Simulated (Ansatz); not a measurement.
LaSi₂Au₂:
```yaml
crystal:
  lattice:
    - [-2.19059, 2.19059, 5.10595]
    - [2.19059, -2.19059, 5.10595]
    - [2.19059, 2.19059, -5.10595]
  atoms:
    - { symbol: La, position: [0.00000, 0.00000, 0.00000] }
    - { symbol: Si, position: [0.61593, 0.61593, 0.00000] }
    - { symbol: Si, position: [0.38407, 0.38407, 0.00000] }
    - { symbol: Au, position: [0.75000, 0.25000, 0.50000] }
    - { symbol: Au, position: [0.25000, 0.75000, 0.50000] }
```

Relaxed with r²SCAN. Special points in fractions of this cell's reciprocal vectors: Γ (0.000, 0.000, 0.000); X (0.000, 0.000, 0.500); P (0.250, 0.250, 0.250); N (0.000, 0.500, 0.000); M (0.500, 0.500, -0.500); S (0.296, 0.704, -0.296); S0 (-0.296, 0.296, 0.296); R (-0.092, 0.092, 0.500); G (0.500, 0.500, -0.092).

Q: List the band energies nearest the Fermi level at these points for DFT-r²SCAN in the program Ansatz with PAW potentials.

A: In eV from the Fermi level; about four levels below and three above (degenerate sets whole), none deeper than 8.9 eV; points with the same levels are listed once.

| k | below | above |
|---|---|---|
| Γ | -3.52 -2.25 -2.25 -0.95 | 0.12 0.12 0.40 |
| X | -2.75 -2.73 -2.23 -2.15 | 1.62 1.83 2.15 |
| P | -2.74 -2.74 -2.22 -2.22 | 1.59 1.96 1.96 |
| N | -5.34 -4.71 -3.04 -1.54 | 0.21 0.83 1.14 |
| M | -2.05 -2.05 -0.83 -0.57 | 1.67 1.76 1.87 1.87 |
| S | -5.08 -1.53 -1.52 -0.97 | 1.30 1.48 1.91 |
| R | -2.73 -2.29 -2.22 -1.81 | 1.62 1.86 2.11 |

Space group I4/mmm. The first step of the workflow began from a Materials Project structure, measured or hypothetical; the Crystallography Open Database files this formula in space group No. 139, but the cells were not matched. Its standing as an ambient phase is unchecked. Symmetry was held in the r²SCAN relaxation; whether a distortion lowers the energy is not shown. Scalar-relativistic: spin–orbit coupling is off unless named, which matters more the heavier the elements.

Potentials: the later of the program's two PAW sets.
